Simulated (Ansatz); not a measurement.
SnC:
```xyz
2
Lattice="0.0000 2.3992 2.3992 2.3992 0.0000 2.3992 2.3992 2.3992 0.0000" Properties=species:S:1:pos:R:3 pbc="T T T"
C      0.0000     0.0000     0.0000
Sn     2.3992     2.3992     2.3992
```

Relaxed with PBE. Special points in fractions of this cell's reciprocal vectors: Γ (0.000, 0.000, 0.000); X (0.500, 0.000, 0.500); U (0.625, 0.250, 0.625); K (0.375, 0.375, 0.750); L (0.500, 0.500, 0.500); W (0.500, 0.250, 0.750).

Problem. List the band energies nearest the Fermi level at these points for DFT-PBE in the program Ansatz with PAW potentials.

Solution. In eV from the Fermi level; about four levels below and three above (degenerate sets whole), none deeper than 8.9 eV; … stands for higher levels left out; points with the same levels are listed once.

```tsv
k	below	above
Γ	-0.39 -0.39 -0.39	1.15 …
X	-6.63 -2.98 -2.98 -2.62	5.03 …
U	-6.58 -5.83 -2.11	0.46 6.46 …
L	-8.74	0.15 0.15 2.75
W	-6.03 -5.13 -5.13	3.01 6.09 …
```

Space group Fm-3m (rock salt). A made-up cell: these elements were put on the sites of a structure type; neither database checked (COD, Materials Project) lists it. Whether it is the stable phase at ambient conditions was not checked. The PBE relaxation kept the symmetry of its start; whether a distortion lowers the energy is not shown. Scalar-relativistic: spin–orbit coupling is off unless named, which matters more the heavier the elements.

Potentials: the earlier of the program's two PAW sets.
